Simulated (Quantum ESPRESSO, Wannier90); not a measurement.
# Tight-binding from DFT: KBr (rock salt)

Structure: Materials Project mp-23251, symmetrised, not relaxed again. COD (Crystallography Open Database) has an entry of this formula and space group (matched by these alone). Method: PBE plane waves in Quantum ESPRESSO 7.5 (PseudoDojo norm-conserving files, 60 Ry, no spin polarisation, no spin-orbit coupling), Bloch states on a 8×8×8 mesh through Γ, Wannier90 4.0.1. Density: 8×8×8 mesh, cold smearing 0.01 Ry. Spin-orbit coupling, left out, would split the p-like bands by a few tenths of an eV.

On the energy scale of pw.x, whose zero is arbitrary, the valence-band maximum lies at 1.15 eV.

Input w.win:

```
num_bands = 3
num_wann = 3
exclude_bands = 1-2,6-15
num_iter = 1000
conv_tol = 1.0e-6
conv_window = 4
write_hr = true
write_u_matrices = true
auto_projections = true
begin unit_cell_cart
ang
    0.0000000000    3.2945400000    3.2945400000
    3.2945400000    0.0000000000    3.2945400000
    3.2945400000    3.2945400000    0.0000000000
end unit_cell_cart
begin atoms_frac
K    0.0000000000  0.0000000000  0.0000000000
Br   0.5000000000  0.5000000000  0.5000000000
end atoms_frac
mp_grid = 8 8 8
begin kpoints
0.0000000000 0.0000000000 0.0000000000
0.0000000000 0.0000000000 0.1250000000
0.0000000000 0.0000000000 0.2500000000
... (509 more lines: the 8x8x8 mesh through Gamma)
end kpoints
```

Input of pw2wannier90.x that gives the overlap and projection files (equivalent; here they were cut from one run over all bands):

```
&inputpp
  outdir = './out'
  prefix = 'pwscf'
  seedname = 'w'
  write_amn = .true.
  write_mmn = .true.
  atom_proj = .true.
  atom_proj_exclude = 1 5 6 7 8 9
/
```

Output w.wout (banner and timings cut):

```
                                    ------
                                    SYSTEM
                                    ------

                              Lattice Vectors (Ang)
                    a_1     0.000000   3.294540   3.294540
                    a_2     3.294540   0.000000   3.294540
                    a_3     3.294540   3.294540   0.000000

                   Unit Cell Volume:      71.51783  (Ang^3)

                        Reciprocal-Space Vectors (Ang^-1)
                    b_1    -0.953576   0.953576   0.953576
                    b_2     0.953576  -0.953576   0.953576
                    b_3     0.953576   0.953576  -0.953576

 *----------------------------------------------------------------------------*
 |   Site       Fractional Coordinate          Cartesian Coordinate (Ang)     |
 +----------------------------------------------------------------------------+
 | k    1   0.00000   0.00000   0.00000   |    0.00000   0.00000   0.00000    |
 | br   1   0.50000   0.50000   0.50000   |    3.29454   3.29454   3.29454    |
 *----------------------------------------------------------------------------*
                                ------------
                                K-POINT GRID
                                ------------

             Grid size =  8 x  8 x  8      Total points =  512

 *---------------------------------- MAIN ------------------------------------*
 |  Number of Wannier Functions               :                 3             |
 |  Number of Objective Wannier Functions     :                 3             |
 |  Number of input Bloch states              :                 3             |
 |  Output verbosity (1=low, 5=high)          :                 1             |
 |  Timing Level (1=low, 5=high)              :                 1             |
 |  Optimisation (0=memory, 3=speed)          :                 3             |
 |  Length Unit                               :               Ang             |
 |  Post-processing setup (write *.nnkp)      :                 F             |
 |  Using Gamma-only branch of algorithms     :                 F             |
 *----------------------------------------------------------------------------*
 *------------------------------- WANNIERISE ---------------------------------*
 |  Total number of iterations                :              1000             |
 |  Number of CG steps before reset           :                 5             |
 |  Trial step length for line search         :             2.000             |
 |  Convergence tolerence                     :         0.100E-05             |
 |  Convergence window                        :                 4             |
 |  Iterations between writing output         :                 1             |
 |  Iterations between backing up to disk     :               100             |
 |  Write r^2_nm to file                      :                 F             |
 |  Write xyz WF centres to file              :                 F             |
 |  Write on-site energies <0n|H|0n> to file  :                 F             |
 |  Use guiding centre to control phases      :                 F             |
 |  Use phases for initial projections        :                 F             |
 *----------------------------------------------------------------------------*
 *-------------------------------- PLOTTING ----------------------------------*
 |  Plotting Hamiltonian in WF basis          :                 T             |
 *----------------------------------------------------------------------------*

 *---------------------------------- K-MESH ----------------------------------*
 +----------------------------------------------------------------------------+
 |                    Distance to Nearest-Neighbour Shells                    |
 |                    ------------------------------------                    |
 |          Shell             Distance (Ang^-1)          Multiplicity         |
 |          -----             -----------------          ------------         |
 |             1                   0.206455                      8            |
 |             2                   0.238394                      6            |
 |             3                   0.337140                     12            |
 |             4                   0.395332                     24            |
 |             5                   0.412910                      8            |
 |             6                   0.476788                      6            |
 |             7                   0.519567                     24            |
 |             8                   0.533065                     24            |
       ... (lines left out)
 +----------------------------------------------------------------------------+
 | The b-vectors are chosen automatically                                     |
 | The following shells are used:                       1                     |
 +----------------------------------------------------------------------------+
 |                        Shell   # Nearest-Neighbours                        |
 |                        -----   --------------------                        |
 |                          1               8                                 |
 +----------------------------------------------------------------------------+
 | Completeness relation is fully satisfied [Eq. (B1), PRB 56, 12847 (1997)]  |
 +----------------------------------------------------------------------------+
 |                  b_k Vectors (Ang^-1) and Weights (Ang^2)                  |
 |                  ----------------------------------------                  |
 |            No.         b_k(x)      b_k(y)      b_k(z)        w_b           |
 |            ---        --------------------------------     --------        |
 |             1         0.119197    0.119197   -0.119197     8.797916        |
 |             2         0.119197   -0.119197    0.119197     8.797916        |
 |             3        -0.119197    0.119197    0.119197     8.797916        |
 |             4         0.119197    0.119197    0.119197     8.797916        |
 |             5        -0.119197   -0.119197    0.119197     8.797916        |
 |             6        -0.119197    0.119197   -0.119197     8.797916        |
 |             7         0.119197   -0.119197   -0.119197     8.797916        |
 |             8        -0.119197   -0.119197   -0.119197     8.797916        |
 +----------------------------------------------------------------------------+
 |                           b_k Directions (Ang^-1)                          |
 |                           -----------------------                          |
 |            No.           x           y           z                         |
 |            ---        --------------------------------                     |
 |             1         0.119197    0.119197   -0.119197                     |
 |             2         0.119197   -0.119197    0.119197                     |
 |             3        -0.119197    0.119197    0.119197                     |
 |             4         0.119197    0.119197    0.119197                     |
 +----------------------------------------------------------------------------+

 Starting a new Wannier90 calculation ...

 Reading overlaps from w.mmn

 Reading projections from w.amn

 *------------------------------- WANNIERISE ---------------------------------*
 +--------------------------------------------------------------------+<-- CONV
 | Iter  Delta Spread     RMS Gradient      Spread (Ang^2)            |<-- CONV
 +--------------------------------------------------------------------+<-- CONV

 ------------------------------------------------------------------------------
 Initial State
  WF centre and spread    1  ( -0.000000, -0.000000, -0.000000 )     1.23218199
  WF centre and spread    2  (  0.000000, -0.000000,  0.000000 )     1.23218199
  WF centre and spread    3  (  0.000000, -0.000000, -0.000000 )     1.23218199
  Sum of centres and spreads (  0.000000, -0.000000, -0.000000 )     3.69654597

      0     0.370E+01     0.0000000000        3.6965459665  <-- CONV
        O_D=      0.0000000 O_OD=      0.0675951 O_TOT=      3.6965460 <-- SPRD
 ------------------------------------------------------------------------------
      1    -0.147E-03     0.0099126792        3.6963987753  <-- CONV
        O_D=      0.0000000 O_OD=      0.0674479 O_TOT=      3.6963988 <-- SPRD
      2    -0.472E-05     0.0019719750        3.6963940579  <-- CONV
        O_D=      0.0000000 O_OD=      0.0674432 O_TOT=      3.6963941 <-- SPRD
      3    -0.149E-05     0.0010966259        3.6963925715  <-- CONV
        O_D=      0.0000000 O_OD=      0.0674417 O_TOT=      3.6963926 <-- SPRD
      4    -0.446E-07     0.0002265290        3.6963925269  <-- CONV
        O_D=      0.0000000 O_OD=      0.0674416 O_TOT=      3.6963925 <-- SPRD
      5    -0.168E-08     0.0000496962        3.6963925252  <-- CONV
        O_D=      0.0000000 O_OD=      0.0674416 O_TOT=      3.6963925 <-- SPRD
      6    -0.520E-12     0.0000085733        3.6963925252  <-- CONV
        O_D=      0.0000000 O_OD=      0.0674416 O_TOT=      3.6963925 <-- SPRD
      7    -0.518E-12     0.0000085458        3.6963925252  <-- CONV
        O_D=      0.0000000 O_OD=      0.0674416 O_TOT=      3.6963925 <-- SPRD
             <<<     Delta < 1.000E-06  over  4 iterations     >>>
             <<< Wannierisation convergence criteria satisfied >>>
 Final State
  WF centre and spread    1  ( -0.000000, -0.000000, -0.000000 )     1.23213084
  WF centre and spread    2  (  0.000000, -0.000000,  0.000000 )     1.23213084
  WF centre and spread    3  (  0.000000, -0.000000, -0.000000 )     1.23213084
  Sum of centres and spreads (  0.000000, -0.000000, -0.000000 )     3.69639253

         Spreads (Ang^2)       Omega I      =     3.628950877
        ================       Omega D      =     0.000000000
                               Omega OD     =     0.067441648
    Final Spread (Ang^2)       Omega Total  =     3.696392525
```
